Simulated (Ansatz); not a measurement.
Nb$_{3}$Sn (A15, Cr3Si type): values from a third-order Birch-Murnaghan fit to a volume scan beside measured ones. Computed values: r2SCAN (plane waves to 500 eV, PAW, scalar-relativistic; Ansatz, a first-principles code). Nb3Sn is run without spin polarisation. Nb3Sn was relaxed with its symmetry unable to fall.

```
quantity                reference                                     kind
----------------------  ---------  ---------------------------------------
Lattice constant a (Å)      5.289   measured, room temperature or unstated
Bulk modulus B₀ (GPa)         165  measured at or taken to low temperature
```

References as given in: Priinits, Taimo, Vargunin, Artjom, Liivand, Aleksandr, (2024), arXiv:2406.00817; Z. W. Lu, Barry M. Klein, Physical Review Letters (1997), arXiv:cond-mat/9704251. Values not taken to low temperature hold thermal and zero-point shifts that a static calculation lacks, so small differences there are no errors of the method.

Question: Estimate the r2SCAN values and the sign and size of each difference.

Answer: 
```csv
quantity,r2SCAN,difference
Lattice constant a (Å),5.304,+0.3 %
Bulk modulus B₀ (GPa),169,+2.5 %
```

For the bulk modulus B₀ it lies within 5 % of the reference.

(Under strain, the slope of the energy per volume gives the stress and its curvature an elastic modulus.)
